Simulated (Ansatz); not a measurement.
Relaxed-ion elastic tensor of CaScO2F in space group P4/mmm (No. 123; Ca on 1d, Sc on 1a, O on 2f, F on 1b) in GPa (Voigt order), DFT-r²SCAN in the program Ansatz with PAW potentials; density 3.42 g/cm³, 13.21 Å³ per atom.

```
 281  89.7  40.5   0.0   0.0   0.0
89.7   281  40.5   0.0   0.0   0.0
40.5  40.5   309   0.0   0.0   0.0
 0.0   0.0   0.0  41.5   0.0   0.0
 0.0   0.0   0.0   0.0  41.5   0.0
 0.0   0.0   0.0   0.0   0.0  84.3
```

Question: Is the crystal mechanically stable?

Answer: Yes: the smallest eigenvalue of C is 41.5 GPa.

Question: Work out the Voigt, Reuss and Hill averages.

Answer: K_V = 135, K_R = 135, K_H = 135; G_V = 80.1, G_R = 64.3, G_H = 72.2 GPa.

Question: Give Young's modulus, Poisson's ratio, Pugh's ratio and the universal anisotropy index.

Answer: E = 9KG/(3K + G) = 184 GPa; ν = 0.27; K/G = 1.86 (ductile by the Pugh limit of 1.75); A_U = 5G_V/G_R + K_V/K_R − 6 = 1.23.

Question: Estimate the sound speeds and the Debye temperature.

Answer: v_l = √((K + 4G/3)/ρ) = 8220 m/s, v_t = √(G/ρ) = 4590 m/s, mean 5110 m/s; Θ = (h/k)(3n/4πV)^(1/3) v_m = 644 K.

Question: How much does each axis shrink under pressure?

Answer: Linear compressibilities β_i = Σ_j S_ij (j = 1 to 3): x 2.4, y 2.4, z 2.6 per TPa.

The start of the workflow was typed in or built on a structure type; neither database checked (COD, Materials Project) lists it. Its standing as an ambient phase is unchecked. Symmetry was held in the r²SCAN relaxation; whether a distortion lowers the energy is not shown. The run is not spin-polarised.

Potentials: the earlier of the program's two PAW sets. The files were generated under PBE; for other functionals the program regenerates the frozen cores, and for LDA and PBEsol the local potential too.
